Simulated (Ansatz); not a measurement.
**Question.** Ru (hcp (Mg type), P6_3/mmc) is relaxed with PBE in the plane-wave PAW code Ansatz. What lattice parameters of the conventional cell result?

**Answer.** a = 2.721 Å, c = 4.295 Å.

Symmetry was held in the PBE relaxation. No spin polarisation was allowed. Axis ratios of metals converge slowly with the k-mesh, so a and c are less sure than the volume.

Potentials: the later of the program's two PAW sets.
